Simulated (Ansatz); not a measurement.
Rh:
```
Rh
1.0
    2.70283     0.00000     0.00000
   -1.35141     2.34072     0.00000
    0.00000     0.00000     4.35148
Rh
2
Direct
  0.66667   0.33333   0.75000
  0.33333   0.66667   0.25000
```

Relaxed with r²SCAN. Special points in fractions of this cell's reciprocal vectors: Γ (0.000, 0.000, 0.000); M (0.500, 0.000, 0.000); K (0.333, 0.333, 0.000); A (0.000, 0.000, 0.500); L (0.500, 0.000, 0.500); H (0.333, 0.333, 0.500).

### Question
List the band energies nearest the Fermi level at these points for r²SCAN in the plane-wave PAW code Ansatz.

### Answer
In eV from the Fermi level; about four levels below and three above (degenerate sets whole), none deeper than 8.9 eV; … stands for higher levels left out; points with the same levels are listed once.

```json
[
 {"k": "Γ", "below": "-2.61 -2.61 -2.04 -2.04", "above": "0.12 0.12 …"},
 {"k": "M", "below": "-3.46 -2.80 -2.30 -2.20", "above": "0.40 0.64 0.72"},
 {"k": "K", "below": "-3.42 -3.42 -1.86 -0.09 -0.09", "above": "0.19 6.55 …"},
 {"k": "A", "below": "-3.29 -3.29 -3.28 -3.28 -3.28 -3.28", "above": "…"},
 {"k": "L", "below": "-1.77 -1.77 -0.31 -0.31", "above": "0.60 0.60 …"},
 {"k": "H", "below": "-3.26 -3.26 -1.94 -1.94", "above": "0.19 0.19 …"}
]
```

Space group P6_3/mmc (hcp (Mg type)). The workflow started from a Materials Project entry (that database holds measured and hypothetical structures alike); the Crystallography Open Database copy checked does not list it. It is not the phase usual at ambient conditions (space group No. 225). Symmetry was held in the r²SCAN relaxation; whether a distortion lowers the energy is not shown. No spin polarisation was allowed. Scalar-relativistic: spin–orbit coupling is off unless named, which matters more the heavier the elements.

Potentials: the later of the program's two PAW sets.
